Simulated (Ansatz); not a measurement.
Below is a relaxed structure of Si4Ru. The cell was found from a structure generator's guess, not taken from experiment.

Theory: DFT PBE, scalar-relativistic, plane waves, PAW (Ansatz 0.2.0). Cutoff 420 eV, Γ-centred mesh, Gaussian smearing, no spin polarisation.

```yaml
crystal:
  lattice:
    - [0.00000, 3.41499, 3.41499]
    - [3.41499, 0.00000, 3.41499]
    - [3.41499, 3.41499, 0.00000]
  atoms:
    - { symbol: Si, position: [0.62695, 0.12435, 0.12435] }
    - { symbol: Si, position: [0.12435, 0.62695, 0.12435] }
    - { symbol: Si, position: [0.12435, 0.12435, 0.62695] }
    - { symbol: Si, position: [0.12435, 0.12435, 0.12435] }
    - { symbol: Ru, position: [0.50000, 0.50000, 0.50000] }
```

Formation energies are uncorrected and refer to the elements' standard structures at the same level.

Problem. Find its symmetry and describe it.

Solution. F-43m (No. 216). Conventional cell: a = 6.830 Å. Around Si lie 6 Si at 2.40–2.43 Å and 3 Ru at 2.83 Å; around Ru lie 12 Si at 2.83 Å.

Problem. How far does it lie from the elements in energy?

Solution. +0.53 eV/atom. A positive value: parting into the elements would lower its energy.

Problem. Is it a metal?

Solution. Yes, bands cross the Fermi level on the 10×10×10 mesh.

The last run used a 10×10×10 mesh for its 5-atom cell and Gaussian smearing of 0.10 eV. Symmetry constrained the relaxation, so the result can be a saddle point. Another cell of Si4Ru relaxed alike, in P4/mmm, lies 0.73 eV/atom lower, so this cell isn't the stable form at this level.
